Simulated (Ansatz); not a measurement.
A generator proposed this cell of GdB.

```
Gd B
1.0
     3.30319    0.00000    0.00000
     0.00000    3.30319    0.00000
     0.00000    0.00000    3.30319
Gd B
1 1
Cartesian
  0.0000 0.0000 0.0000
  1.6516 1.6516 1.6516
```

All numbers below come from Ansatz 0.2.0, DFT PBE, scalar-relativistic, plane waves, PAW. Cutoff 420 eV; k points 6×6×6 on the computed 2-atom cell (Γ-centred); Gaussian smearing, width 0.10 eV; collinear spin from starting moments 7.0 0.0 μB.

Energies over the elements count from the elements' standard structures at the same level, with no fitted energy shifts.

Task: How far from equilibrium is it?

Result: The pressure is -4.4 GPa (it wants to contract), the largest force is 0.00 eV/Å (symmetry fixes the atoms), and the energy is +0.29 eV/atom against the elements. The shortest distance is 2.86 Å.

Task: How much does it gain on relaxing, and where does it end?

Result: Relaxing gains under 0.1 eV/atom (the start's value is from the coarse mesh, so the gain is rough) in 7 ionic steps and ends at +0.27 eV/atom on the finer mesh. The symmetry stays Pm-3m (No. 221). The end has the caesium chloride type. The volume per atom shrinks by 5.2 %, from 18.0 to 17.1 Å³. The shortest distance goes from 2.86 Å (Gd–B) to 2.81 Å (Gd–B). Conventional cell: a = 3.245 Å. Gd has 8 B at 2.81 Å and 6 Gd at 3.25 Å; B has 8 Gd at 2.81 Å and 6 B at 3.25 Å.

The last run used collinear spin, an 18×18×18 mesh for its 2-atom cell and Gaussian smearing of 0.10 eV. The 4f shell of Gd is treated without a Hubbard U, which places its levels poorly. The magnetic state reached may not be the lowest. The relaxation can't lower the symmetry of the start. Symmetry constrained the relaxation, so the result can be a saddle point.
